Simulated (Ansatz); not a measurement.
Stackings of close-packed layers of Pt (one atom a layer), each relaxed to a stress under 0.05 GPa; h and k mark layers whose two neighbours have the same or different letters; energies count from the stacking AB (P6_3/mmc).

The calculation used DFT PBEsol, scalar-relativistic, plane waves, PAW in Ansatz.

Plane waves to 420 eV, a k mesh through Γ of 18×18×4 on the computed 6-atom cell and Gaussian smearing (0.10 eV); no spin polarisation.

Start (ABCACB (hkkhkk)):

```yaml
crystal:
  lattice:
    - [2.72520, 0.00000, 0.00000]
    - [-1.36260, 2.36009, 0.00000]
    - [0.00000, 0.00000, 14.11979]
  atoms:
    - { symbol: Pt, position: [0.00000, 0.00000, 0.00000] }
    - { symbol: Pt, position: [0.33333, 0.66667, 0.16667] }
    - { symbol: Pt, position: [0.66667, 0.33333, 0.33333] }
    - { symbol: Pt, position: [0.00000, 0.00000, 0.50000] }
    - { symbol: Pt, position: [0.66667, 0.33333, 0.66667] }
    - { symbol: Pt, position: [0.33333, 0.66667, 0.83333] }
```

Problem. Relax it.

Solution. The free energy falls by 8 meV/atom.

```
excess energy (meV/atom)                  : -41.9
excess energy on a denser mesh (meV/atom) : -43.0
spacing of like layers (Å)                : 2.289
a (Å)                                     : 2.756
gap on the mesh (eV)                      : 0
denser mesh                               : 30×30×8
```

Relaxed structure:
```yaml
crystal:
  lattice:
    - [2.75623, 0.00000, 0.00000]
    - [-1.37811, 2.38696, 0.00000]
    - [0.00000, 0.00000, 13.73546]
  atoms:
    - { symbol: Pt, position: [0.00000, 0.00000, 0.00000] }
    - { symbol: Pt, position: [0.33333, 0.66667, 0.16741] }
    - { symbol: Pt, position: [0.66667, 0.33333, 0.33259] }
    - { symbol: Pt, position: [0.00000, 0.00000, 0.50000] }
    - { symbol: Pt, position: [0.66667, 0.33333, 0.66741] }
    - { symbol: Pt, position: [0.33333, 0.66667, 0.83259] }
```

Spin-orbit coupling is left out, which matters for the bands of heavy elements.

Small energy differences in metals hang on the k mesh (about 10 mJ/m² or 1 to 2 meV/atom on the mesh of the relaxation).

Time: 3.3 min on 1 thread of Arm Neoverse V1 (shared host), peak memory 0.68 GiB.